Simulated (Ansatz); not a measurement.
Input file for Ansatz (a first-principles code):

Ansatz 0.2 input:
```yaml
crystal:
  lattice:
    - [2.455677684, 0.0, 0.0]
    - [-1.227838842, 2.1266792579, 0.0]
    - [0.0, 0.0, 3.7699374066]
  atoms:
    - { symbol: C, position: [0.3333333333, 0.6666666667, 0.0] }
    - { symbol: C, position: [0.6666666667, 0.3333333333, 0.0] }
kpoints:
  mp_grid: { grid: [40, 40, 23] }
hamiltonian:
  xc: r2scan
  pseudopotentials: { kind: paw }
scf:
  occupations: { method: fermi_dirac, width: 0.1 }
elastic: { mode: relaxed_ion, stencil: two_point, amplitude: 0.005, f_tol: 0.0005 }
```

Output (shortened):

```
Pseudopotential: C, paw, valence charge 4
Functional definition: r2SCAN
Crystal: 2 atoms, lattice volume = 19.688 Å³
Basis set: ecut = 500 eV, 523 PW (Γ), exchange–correlation on 72×72×120 points (64 copies of the dense FFT grid, shifted against one another)
Bands: 8, of which v1, the nominal top of the filled ones, is band 4 counted from 1 (3 counted from 0)
Symmetry: 24 space group operations
Space group: P6/mmm (ITA 191), of the structure as read, at distance tolerance 2.7e-5 Å
k-points: 1848 of 36800
SCF 1 converged in 10 iterations: F = -503.325840 eV  dr2 = 9.58e-16
Crystal: 2 atoms, lattice volume = 19.688 Å³
SCF 2 converged in 2 iterations: F = -503.325840 eV  dr2 = 2.33e-16
Crystal: 2 atoms, lattice volume = 19.590 Å³
Symmetry: 8 space group operations
k-points: 5052 of 36800
SCF 3 converged in 7 iterations: F = -503.324270 eV  dr2 = 4.37e-14
relax step   1: F+E_penalty+E_count = -503.32427018 eV  Δ(F+E_penalty+E_count) = +0.000e0 eV  max|allowed force component| = 5.710e-2 eV/Å  Δτ_max = 0.0000 Å  (7 SCF iters, accepted)
Crystal: 2 atoms, lattice volume = 19.590 Å³
SCF 4 converged in 6 iterations: F = -503.324290 eV  dr2 = 2.87e-15
relax step   2: F+E_penalty+E_count = -503.32429040 eV  Δ(F+E_penalty+E_count) = -2.023e-5 eV  max|allowed force component| = 3.111e-2 eV/Å  Δτ_max = 0.0002 Å  (6 SCF iters, accepted)
Crystal: 2 atoms, lattice volume = 19.590 Å³
SCF 5 converged in 6 iterations: F = -503.324299 eV  dr2 = 1.67e-15
relax step   3: F+E_penalty+E_count = -503.32429894 eV  Δ(F+E_penalty+E_count) = -8.534e-6 eV  max|allowed force component| = 3.592e-5 eV/Å  Δτ_max = 0.0003 Å  (6 SCF iters, accepted)
Crystal: 2 atoms, lattice volume = 19.590 Å³
SCF 6 converged in 2 iterations: F = -503.324299 eV  dr2 = 3.71e-16
Crystal: 2 atoms, lattice volume = 19.787 Å³
SCF 7 converged in 7 iterations: F = -503.324347 eV  dr2 = 4.02e-14
relax step   1: F+E_penalty+E_count = -503.32434714 eV  Δ(F+E_penalty+E_count) = +0.000e0 eV  max|allowed force component| = 5.183e-2 eV/Å  Δτ_max = 0.0000 Å  (7 SCF iters, accepted)
Crystal: 2 atoms, lattice volume = 19.787 Å³
SCF 8 converged in 6 iterations: F = -503.324371 eV  dr2 = 8.33e-15
relax step   2: F+E_penalty+E_count = -503.32437141 eV  Δ(F+E_penalty+E_count) = -2.427e-5 eV  max|allowed force component| = 1.331e-3 eV/Å  Δτ_max = 0.0005 Å  (6 SCF iters, accepted)
Crystal: 2 atoms, lattice volume = 19.787 Å³
SCF 9 converged in 5 iterations: F = -503.324371 eV  dr2 = 1.89e-15
relax step   3: F+E_penalty+E_count = -503.32437143 eV  Δ(F+E_penalty+E_count) = -1.603e-8 eV  max|allowed force component| = 1.464e-6 eV/Å  Δτ_max = 0.0000 Å  (5 SCF iters, accepted)
Crystal: 2 atoms, lattice volume = 19.787 Å³
SCF 10 converged in 2 iterations: F = -503.324371 eV  dr2 = 4.42e-16
Crystal: 2 atoms, lattice volume = 19.590 Å³
Basis set: ecut = 500 eV, 499 PW (Γ), exchange–correlation on 72×72×120 points (64 copies of the dense FFT grid, shifted against one another)
SCF 11 converged in 6 iterations: F = -503.325853 eV  dr2 = 7.74e-14
Crystal: 2 atoms, lattice volume = 19.787 Å³
SCF 12 converged in 5 iterations: F = -503.325779 eV  dr2 = 2.51e-15
Crystal: 2 atoms, lattice volume = 19.688 Å³
Symmetry: 4 space group operations
k-points: 9441 of 36800
SCF 13 converged in 7 iterations: F = -503.325844 eV  dr2 = 2.48e-15
relax step   1: F+E_penalty+E_count = -503.32584353 eV  Δ(F+E_penalty+E_count) = +0.000e0 eV  max|allowed force component| = 3.444e-5 eV/Å  Δτ_max = 0.0000 Å  (7 SCF iters, accepted)
Crystal: 2 atoms, lattice volume = 19.688 Å³
SCF 14 converged in 2 iterations: F = -503.325844 eV  dr2 = 5.87e-16
Crystal: 2 atoms, lattice volume = 19.688 Å³
SCF 15 converged in 7 iterations: F = -503.325844 eV  dr2 = 2.48e-15
relax step   1: F+E_penalty+E_count = -503.32584353 eV  Δ(F+E_penalty+E_count) = +0.000e0 eV  max|allowed force component| = 3.444e-5 eV/Å  Δτ_max = 0.0000 Å  (7 SCF iters, accepted)
Crystal: 2 atoms, lattice volume = 19.688 Å³
SCF 16 converged in 2 iterations: F = -503.325844 eV  dr2 = 5.90e-16
SCF converged after 2 iterations
Free energy (F): -503.325840 eV
Harris-Foulkes:  -503.325840 eV  (|F-HF|=0.00e0)
Internal energy: -503.324956 eV  (E = F + TS)
E sigma→0 (E₀):  -503.325398 eV
Entropy (-TS):   -0.000883 eV (-0.442 meV/atom)
Fermi energy:    5.815108 eV
--- Per-component energies (eV) ---
  E_band       = -31.793916
  E_kinetic    = 181.733284
  E_local      = -371.707032  (includes V_loc(G=0)·N_el)
  E_nonlocal   = 53.903424
  E_hartree    = 120.617045
  E_xc         = -94.399089
  E_vxc        = -130.805124  (∫ρ·V_xc dr)
  E_paw        = -201.760913  (= ΣΔE_a)
  E_vpaw       = -13.511454  (= ΣTr[D̂ρ^β])
  E_aug_tail   = 0.000010  (compensation charges beyond the density's cutoff)
  E_vtau       = 7.358885  (kinetic-family band-sum trace: ∫τ·v_τ [+ j·A + Jᵃ·Aᵃ] dr)
  E_ewald      = -191.662138
  E_core_change = -0.049547  (= ΣΔE_core)
  E_smearing   = -0.000883  (= −TS)
  E_closure    = 0.000000  (closes the sum)
  Σ components = -503.325840   (vs F -503.325840, Δ=0.00e0)
--- Forces (eV/Å), atoms counted from 1 ---
  atom   1  C      0.00000000     0.00000000     0.00000000
  atom   2  C      0.00000000     0.00000000     0.00000000
  max |Σ_I F_I| component: 2.22e-16 eV/Å
--- Stress (GPa, compression-positive) ---
        0.036666       0.000000       0.000000
        0.000000       0.036666       0.000000
        0.000000       0.000000      -0.060542
  P = ⅓ Tr σ = 0.0043 GPa (0.043 kbar)
--- Band table (eV; the first three rows and the last of 1848) ---
  k-point 0: bands = ["-15.1121", "-1.7764", "2.5532", "2.5532", "9.3499", "14.5457", "14.5457", "18.4092"]
  k-point 1: bands = ["-15.1101", "-1.7995", "2.5534", "2.5534", "9.4156", "14.5465", "14.5465", "18.4052"]
  k-point 2: bands = ["-15.1041", "-1.8661", "2.5540", "2.5540", "9.6096", "14.5485", "14.5485", "18.3932"]
  k-point 1847: bands = ["-7.8945", "-7.5072", "-5.3236", "5.2201", "5.7387", "15.5202", "21.0125", "21.2922"]
--- Elastic constants: 3 strain directions × 2 members + reference (group order 24) ---
  dense FFT box of the reference and of every strained cell: 18×18×30
  strains applied: 11, 33, 23; error gains …
  C = ∂σ_k/∂η_j (tension-positive GPa; Voigt order 11 22 33 23 13 12):
       979.505    167.135     -2.564      0.000      0.000      0.000
       167.135    979.505     -2.564      0.000      0.000      0.000
        -2.657     -2.657     15.230      0.000      0.000      0.000
         0.000      0.000      0.000     -2.574      0.000      0.000
         0.000      0.000      0.000      0.000     -2.574      0.000
         0.000      0.000      0.000      0.000      0.000    406.185
  reference stress σ⁰ (GPa):     -0.037     -0.037      0.061      0.000      0.000      0.000
  moduli (Voigt/Reuss/Hill, GPa): K = 255.34/14.69/135.02   G = 201.03/-7.31/96.86   E = 234.51   ν = 0.211
  mechanically stable: NO (min eigenvalue of sym C = -2.57 GPa)
  the cell is mechanically unstable, and its weakest contacts join parallel layers …
  the layer in its plane, per area (N/m: the tensor there times 3.7699 Å, the cell's volume per area …
    C11 = 369.27   C22 = 369.27   C12 = 63.01   C66 = 153.13   C16 = 0.00   C26 = 0.00
  moduli of the layer (Voigt/Reuss/Hill, N/m): K = 216.14/216.14/216.14   G = 153.13/153.13/153.13   E = 358.52   ν = 0.171
  mechanically stable in its plane: yes (min eigenvalue of those constants = 153.13 N/m; a buckling out of the plane is not judged)
  strain η (Voigt 11):  stress-route row diagonal C_11 = 979.50 GPa, energy-path curvature d²(F+E_count+ΔE)/dδ²/Ω₀ = 979.48 GPa
         δ    σ_11 (GPa)             F (eV)   n_scf  n_hpsi   n_pw
    -5.000e-3      -5.0027        -503.3242989       2  540626    523   relax 3 steps, max|allowed force component| 3.59e-5 eV/Å
     5.000e-3       4.7923        -503.3243714       2  541920    523   relax 3 steps, max|allowed force component| 1.46e-6 eV/Å
  strain η (Voigt 33):  stress-route row diagonal C_33 = 15.23 GPa, energy-path curvature d²(F+E_count+ΔE)/dδ²/Ω₀ = 15.22 GPa
         δ    σ_33 (GPa)             F (eV)   n_scf  n_hpsi   n_pw
    -5.000e-3      -0.0191        -503.3258532       6  315434    514   relax 0 steps, max|allowed force component| 2.96e-16 eV/Å
     5.000e-3       0.1332        -503.3257794       5  284172    523   relax 0 steps, max|allowed force component| 2.96e-16 eV/Å
  strain η (Voigt 23):  stress-route row diagonal C_44 = -2.57 GPa, energy-path curvature d²(F+E_count+ΔE)/dδ²/Ω₀ = -2.58 GPa
         δ    σ_23 (GPa)             F (eV)   n_scf  n_hpsi   n_pw
    -5.000e-3       0.0129        -503.3258435       2  1013120    523   relax 1 steps, max|allowed force component| 3.44e-5 eV/Å
     5.000e-3      -0.0129        -503.3258435       2  1013245    523   relax 1 steps, max|allowed force component| 3.44e-5 eV/Å
```

Cost: very roughly 19 core-minutes on shared cores.

The first step of the workflow began from a Materials Project structure, measured or hypothetical; the Crystallography Open Database copy checked does not list it. It is not the phase usual at ambient conditions (space group No. 194, 227). The cell was relaxed with r²SCAN under the symmetry of its start. A crystal of weakly bound layers computed without a dispersion correction: the cell and the soft elastic constants depend strongly on that. As this level gives no gap, shear constants depend on the k-mesh and smearing (Fermi–Dirac, 0.1 eV here).

Potentials: the later of the program's two PAW sets.

Ansatz is a plane-wave DFT program.
